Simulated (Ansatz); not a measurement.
# K$_{3}$SeCl at 0.6 GPa (stress–strain coefficients): relaxed-ion elastic tensor

The calculation used DFT PBE, scalar-relativistic, plane waves, PAW (Ansatz). Settings: 420 eV plane-wave cutoff, Γ-centred 6×6×6 mesh, fixed occupations. No spin polarisation.

The cell is fixed (symmetry leaves no force on the atoms) and stands under 0.6 GPa:
```
Cl Se K
1.0
     6.08470    0.00000    0.00000
     0.00000    6.08470    0.00000
     0.00000    0.00000    6.08470
Cl Se K
1 1 3
Direct
  0.00000 0.00000 0.00000
  0.50000 0.50000 0.50000
  0.50000 0.50000 0.00000
  0.50000 0.00000 0.50000
  0.00000 0.50000 0.50000
```

The cell is the ideal cubic antiperovskite prototype; whether it is the stable structure of this composition wasn't checked.

Problem. Give the relaxed-ion elastic constants (GPa, Voigt order xx yy zz yz xz xy, on the axes of the cell above).

Solution.
C11 = 35.6, C12 = 2.2, C13 = 2.2, C22 = 35.6, C23 = 2.2, C33 = 35.6, C44 = 2.4, C55 = 2.4, C66 = 2.4 GPa; the others vanish.

Problem. Is the crystal stable against homogeneous strain?

Solution. Yes: the least eigenvalue of the tensor is 2.3 GPa.

Problem. And the moduli of a polycrystal (Hill averages)?

Solution. B = 13 GPa, G = 6 GPa, E = 15 GPa, ν = 0.31.